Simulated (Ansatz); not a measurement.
Re (9R (Sm type), R-3m) under volume change, LDA (plane waves, PAW; program Ansatz), shape and atoms relaxed at each volume.

| V (Å³/atom) | E − E(relaxed) (meV/atom) | P (GPa) |
|---|---|---|
| 13.050 | 173.0 | 46.70 |
| 13.480 | 72.6 | 28.57 |
| 13.910 | 17.1 | 13.14 |
| 14.340 | 0.0 | -0.01 |
| 14.770 | 15.5 | -11.20 |
| 15.201 | 58.7 | -20.71 |
| 15.631 | 125.4 | -28.78 |

What does a third-order Birch–Murnaghan fit give for V₀, B₀ and B′?

V₀ = 14.34 Å³/atom, B₀ = 403 GPa, B′ = 4.4.

The first step of the workflow began from a Materials Project structure, measured or hypothetical; the Crystallography Open Database copy checked does not list it. It is not the phase usual at ambient conditions (space group No. 194). The cell was relaxed with LDA under the symmetry of its start; of distortions, only those at the zone centre were tested. No spin polarisation was allowed. Scalar-relativistic: spin–orbit coupling is off unless named, which matters more the heavier the elements.

Potentials: the later of the program's two PAW sets.
